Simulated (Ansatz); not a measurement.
**How Pb$_{2}$O stores the work of compression**

All numbers below come from Ansatz 0.2.0, DFT PBEsol, scalar-relativistic, plane waves, PAW. Run with 420 eV cutoff, 8×8×8 k-mesh, Gaussian smearing of 0.10 eV, no spin polarisation.

Reference structure (relaxed):

```xyz
6
Lattice="5.3800 0.0000 0.0000 0.0000 5.3800 0.0000 0.0000 0.0000 5.3800" Properties=species:S:1:pos:R:3 pbc="T T T"
Pb    1.3450    1.3450    1.3450
Pb    4.0350    4.0350    1.3450
Pb    1.3450    4.0350    4.0350
Pb    4.0350    1.3450    4.0350
O     0.0000    0.0000    0.0000
O     2.6900    2.6900    2.6900
```

Cell and atoms were relaxed at each target pressure within the start's symmetry (Pn-3m), at zero temperature; other phases can be more stable under pressure. H = E + PV with P the target; E is the free energy at the smearing used, whose derivative the pressure is, per atom and counted from zero pressure.

Spin–orbit coupling is left out, which can shift energies with elements as heavy as these.

| P (GPa) | V (Å³/atom) | E − E0 (meV) | H − H0 (meV) |
| --- | --- | --- | --- |
| 0 | 25.953 | 0.0 | 0.0 |
| 3 | 24.709 | 10.7 | 473.4 |
| 8 | 23.132 | 63.2 | 1218.2 |
| 15 | 21.576 | 173.1 | 2193.0 |
| 30 | 19.384 | 472.3 | 4101.9 |
| 60 | 16.870 | 1153.2 | 7470.7 |

Problem. Thermodynamics gives dH/dP = V along a relaxed path. Integrate V over P by the trapezoid rule and compare with the computed enthalpies.

Solution. With 1 eV/Å³ = 160.22 GPa, each step adds the mean volume times ΔP / 160.22:
| P (GPa) | ∫V dP (meV) | H − H0 (meV) | difference (meV) |
| --- | --- | --- | --- |
| 3 | 474.3 | 473.4 | 0.9 |
| 8 | 1220.8 | 1218.2 | 2.6 |
| 15 | 2197.5 | 2193.0 | 4.4 |
| 30 | 4114.8 | 4101.9 | 13.0 |
| 60 | 7509.0 | 7470.7 | 38.3 |

V(P) curves upward, so the trapezoid rule runs high; integrating a smooth curve through the same points (P as a polynomial of degree 4 in ln V) puts that excess at about 35.7 meV at 60 GPa, against the 38.3 meV found. What is left comes from the shape of V(P) between points this far apart, and from the mesh, the smearing and the stress tolerance.

Problem. At 60 GPa, how much of the enthalpy change is stored energy and how much is the PV term?

Solution. E rises by 1153 meV/atom and PV is 60 × 16.870 / 160.22 = 6318 meV/atom, so PV makes 85 % of ΔH. So between rival structures at high pressure a small difference in volume can outweigh the difference in energy: 1 % of this volume is worth 63.2 meV/atom at this pressure.

Problem. What bulk modulus do the lowest pressures give?

Solution. From the pressures that the runs reached, -2.97 GPa (27.596 Å³) and 2.93 GPa (24.709 Å³), B = −ΔP/Δln V = 5.90 / 0.1105 = 53 GPa, a mean over that range.

Cost: 7 runs of about 5.9 core-minutes in all, on Arm Neoverse V2 (shared hosts).